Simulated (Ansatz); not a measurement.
One crystal and one scan (frozen-phonon scan) at two levels, r2SCAN (plane waves to 500 eV, PAW, scalar-relativistic; Ansatz, an electronic-structure program) and PBE (plane waves to 420 eV, PAW, scalar-relativistic; Ansatz), each from its own relaxed cell and on its own mesh. The cell shown is that of r2SCAN.

Relaxed AlN (zinc blende):

```
AlN
1.0
    0.00000     4.36954     4.36954
    2.18477     2.18477     4.36954
    2.18477     2.18477     0.00000
N Al
2 2
Cartesian
  3.27715   7.64669   7.64669
  3.27715   5.46192   5.46192
  0.00000   0.00000   0.00000
  2.18477   4.36954   2.18477
```

A phonon eigenvector at X = (0.5, 0.5, 0.0) is frozen into this cell: atom i moves by Q times the vector below, so Q is the largest atomic displacement, in Å. The cell is held. It is one choice among 2 degenerate patterns. (q is in reciprocal vectors of the primitive cell; the cell shown is doubled to hold the pattern.)

| atom | x | y | z |
|---|---|---|---|
| N1 | 0.000 | 1.000 | 0.000 |
| N2 | 0.000 | -1.000 | 0.000 |
| Al3 | -0.339 | 0.000 | 0.000 |
| Al4 | 0.339 | 0.000 | 0.000 |

AlN was relaxed with its symmetry unable to fall. The PAW data are Ansatz's earlier set. Percentages come from the unrounded values.

Results of r2SCAN:

| Property | Result |
|---|---|
| Lattice constant a (Å) | 4.370 |
| Band gap of the relaxed cell, no spin-orbit coupling (eV) | 3.93 |
| Harmonic wavenumber from the curvature (finite differences) (cm⁻¹ (negative: imaginary)) | 667 |
| Shape of the curve | a single well with its minimum at or next to zero displacement |

Estimate the PBE values.


| quantity | PBE | r2SCAN − PBE |
|---|---|---|
| Lattice constant a (Å) | 4.403 | -0.033 (-0.7 %) |
| Band gap of the relaxed cell, no spin-orbit coupling (eV) | 3.31 | +0.62 (+19 %) |
| Harmonic wavenumber from the curvature (finite differences) (cm⁻¹ (negative: imaginary)) | 639 | +28 (+4.4 %) |

r2SCAN gives the higher value for: band gap of the relaxed cell, no spin-orbit coupling; harmonic wavenumber from the curvature. r2SCAN gives the lower value for: lattice constant a. Both give the same shape of the curve: a single well with its minimum at or next to zero displacement.

(A displaced cell: forces are minus the slopes of the energy, force constants its curvatures, and phonons follow from these.)
